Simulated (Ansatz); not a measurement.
The relaxed structure here is a generated cell of ZrS2: the first start was made by placing the elements on the sites of a structure type, and the end was not matched to a known phase here, so it may be hypothetical. Known forms of ZrS2 include space group No. 164.

A structure of ZrS$_{2}$ relaxed with PBEsol (plane waves to 420 eV, PAW, scalar-relativistic; Ansatz, an electronic-structure program); single points at other levels follow on the same geometry (Ansatz, PAW; HSE06 at 420 eV on a 4×4×6 k-mesh; no spin-orbit coupling). Space group Pnnm (No. 58).

```
ZrS2
1.0
    5.69806     0.00000     0.00000
    0.00000     6.29658     0.00000
    0.00000     0.00000     3.65354
Zr S
2 4
Cartesian
  2.84903   3.14829   1.82677
  0.00000   0.00000   0.00000
  4.28207   5.30108   1.82677
  1.43304   4.14379   0.00000
  4.26502   2.15279   0.00000
  1.41599   0.99550   1.82677
```

```csv
level,gap (eV),kind,conduction minimum
PBEsol,0.32,direct,Γ
HSE06,1.10,–,Γ
```

No spin polarisation in the result.

The run could not lose the symmetry of its start, so the end can be a saddle point.
